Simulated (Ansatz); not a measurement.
MoS2:
```xyz
6
Lattice="3.1741 0.0000 0.0000 -1.5870 2.7488 0.0000 0.0000 0.0000 12.4868" Properties=species:S:1:pos:R:3 pbc="T T T"
Mo     0.0000     1.8326     3.1217
Mo     1.5870     0.9163     9.3651
S      0.0000     1.8326     7.8118
S      1.5870     0.9163     1.5684
S      1.5870     0.9163     4.6750
S      0.0000     1.8326    10.9183
```

x, y and z are the axes in which the lattice vectors are written.

Q: Give the high-frequency dielectric tensor and the Born effective charge tensors of the independent atoms from DFPT, the program Ansatz at the r²SCAN+D4 level (PAW).

A: 
ε∞:
```
14.6  0.00  0.00
0.00  14.6  0.00
0.00  0.00  5.64
```
Z* of atom 1 (Mo), rows: field, columns: displacement, in e:
```
-0.88   0.00   0.00
 0.00  -0.88   0.00
 0.00   0.00  -0.49
```
Z* of atom 3 (S), rows: field, columns: displacement, in e:
```
0.44  0.00  0.00
0.00  0.44  0.00
0.00  0.00  0.24
```

Static charges for comparison (Bader): Mo1 +1.31, S3 -0.66 e. Born charges measure polarisation by displacement and can exceed these by far.

Space group P6_3/mmc. Symmetry was held in the r²SCAN+D4 relaxation. No spin polarisation was allowed. Spin–orbit coupling is left out wherever it is not named.

Potentials: the later of the program's two PAW sets.
